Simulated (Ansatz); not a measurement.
This Cs3AsAu structure is the end of a relaxation. The cell was found from a structure generator's guess, not taken from experiment.

These are results of Ansatz 0.2.0, DFT PBE, scalar-relativistic, plane waves, PAW, not measurements. Cutoff 420 eV, Γ-centred mesh, Gaussian smearing, no spin polarisation.

```cif
data_structure
_symmetry_space_group_name_H-M 'P 1'
_symmetry_Int_Tables_number 1
_cell_length_a 6.8876
_cell_length_b 6.8876
_cell_length_c 6.8876
_cell_angle_alpha 90.000
_cell_angle_beta 90.000
_cell_angle_gamma 90.000
_cell_volume 326.74
loop_
_atom_site_label
_atom_site_type_symbol
_atom_site_fract_x
_atom_site_fract_y
_atom_site_fract_z
_atom_site_occupancy
Cs1 Cs 0.50000 0.00000 0.00000 1
Cs2 Cs 0.00000 0.50000 0.00000 1
Cs3 Cs 0.00000 0.00000 0.50000 1
As1 As 0.00000 0.00000 0.00000 1
Au1 Au 0.50000 0.50000 0.50000 1
```

Formation energies are uncorrected and refer to the elements' standard structures at the same level.

(1) Find its symmetry and describe it.

(2) How far does it lie from the elements in energy?

(3) Is it a metal?

Results:

(1) Pm-3m (No. 221), the antiperovskite type. Conventional cell: a = 6.888 Å. Cs has 2 As at 3.44 Å, 4 Au at 4.87 Å and 8 Cs at 4.87 Å; As has 6 Cs at 3.44 Å; around Au lie 12 Cs at 4.87 Å.

(2) −0.10 eV/atom. Whether it is stable depends on the other phases of the system, which aren't compared here.

(3) Yes, bands cross the Fermi level on the 6×6×6 mesh.

The last run used a 6×6×6 mesh for its 5-atom cell and Gaussian smearing of 0.10 eV. Spin–orbit coupling, which can matter for Au, is left out. The cell is a metal run without spin; a magnetic state may lie lower. The reference form of As is held partly by dispersion forces, which this level lacks. Symmetry constrained the relaxation, so the result can be a saddle point.
